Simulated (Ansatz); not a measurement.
YHSe:
```cif
data_HSeY
_chemical_formula_sum 'Y1 H1 Se1'
_space_group_name_H-M_alt 'P-6m2'
_space_group_IT_number 187
_space_group_name_Hall 'P -6 2'
_cell_length_a 3.79424
_cell_length_b 3.79424
_cell_length_c 3.85132
_cell_angle_alpha 90.000
_cell_angle_beta 90.000
_cell_angle_gamma 120.000
loop_
_atom_site_label
_atom_site_type_symbol
_atom_site_symmetry_multiplicity
_atom_site_Wyckoff_symbol
_atom_site_fract_x
_atom_site_fract_y
_atom_site_fract_z
_atom_site_occupancy
Y1 Y 1 a 0.00000 0.00000 0.00000 1
H1 H 1 c 0.33333 0.66667 0.00000 1
Se1 Se 1 f 0.66667 0.33333 0.50000 1
```

Relaxed at zero pressure with plane-wave PAW PBEsol (Ansatz code).

Problem. The volume is raised by 6 % and shape and atoms relax at that volume. What pressure results, and how do the axes share the change?

Solution. -4.7 GPa; a 1.9 %, b 1.9 %, c 2.0 %; the energy rises by 15 meV/atom.

Problem. Give the new structure.

Solution. 
Space group P-6m2 (No. 187); a = 3.8677 Å, b = 3.8677 Å, c = 3.9287 Å, α = 90.00°, β = 90.00°, γ = 120.00°

```json
[
 {"atom": "Y", "site": "1a", "symmetry": "-6m2", "x": "0.0000", "y": "0.0000", "z": "0.0000"},
 {"atom": "H", "site": "1c", "symmetry": "-6m2", "x": "0.3333", "y": "0.6667", "z": "0.0000"},
 {"atom": "Se", "site": "1f", "symmetry": "-6m2", "x": "0.6667", "y": "0.3333", "z": "0.5000"}
]
```

The phase is kept; no other phase was compared at this pressure.

The workflow started from a Materials Project entry (that database holds measured and hypothetical structures alike); the Crystallography Open Database copy checked does not list it. Its standing as an ambient phase is unchecked. The PBEsol relaxation kept the symmetry of its start; its stability against distortions is not shown here. The run is not spin-polarised.

Potentials: the later of the program's two PAW sets.
